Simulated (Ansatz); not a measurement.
## Si$_{2}$TeO$_{6}$: does the network obey its valences?

A cell of 18 atoms, a random packing after short dynamics, relaxed. Theory: DFT PBE, scalar-relativistic, plane waves, PAW in Ansatz.

Plane waves to 420 eV, a k mesh through Γ of 4×4×4 on the computed 18-atom cell and Gaussian smearing (0.02 eV); no spin polarisation.

```xyz
18
Lattice="7.0424 -0.5144 -0.5610 -0.4888 5.4963 0.1035 -0.5153 0.1334 6.8534" Properties=species:S:1:pos:R:3 pbc="T T T"
Te   -0.6126    3.5712    4.4165
Te    1.5130    0.9747    6.1514
O     3.9592    2.7850    0.7754
O     6.1171    2.0176    2.2312
O     1.1888    5.4281    4.2409
O    -0.3207    0.3112    6.0695
O     5.2053    2.0299    4.9941
O     0.9051    2.6314    4.9068
O     5.2266    0.4687    0.2934
O     1.8781    4.6048    0.3875
O     2.5747    3.7124    2.7802
O     1.4540    2.0073    0.8817
O     3.7514    0.7707    2.4902
O     3.7720    5.0254    4.8351
Si    4.7574    1.5210    1.4578
Si    5.2355    0.5084    5.6059
Si    2.6562    5.1226    3.6074
Si    2.4239    3.3078    1.1917
```

Pairs within 1.2 times the summed covalent radii count as bonded, except two cations (other than C and H) that share an anion, which edge-sharing polyhedra bring close without a bond.

Problem. Compare coordinations with the usual valences, and count constraints.

Solution.
```csv
element,usual valence,atoms × bonds found
O,2,12×2
Si,4,4×4
Te,2,"1×3, 1×5"
```

16 of 18 atoms have their usual valence (8 − N for groups 14 to 17, three for boron, one for hydrogen), 2 have more bonds and 0 fewer. The mean coordination is 2.67 against 2.44 by the rule. 0 % of the bonds join like atoms. Each atom with r bonds brings r/2 stretching and 2r − 3 bending constraints (no bending for r = 1): 3.67 per atom against 3 degrees of freedom, so by Maxwell counting the network is stressed rigid: without a crystal's symmetry not all bonds and angles can be satisfied, which shows as spread in angles. The angle at bridging O is soft; without those 12 constraints 3.00 remain, close to the isostatic value, which is the usual reason given for silica-like glasses forming so well.

Cost: 6 runs of about 34 core-minutes in all (earlier runs that led there not counted), on Arm Neoverse V1 (shared hosts).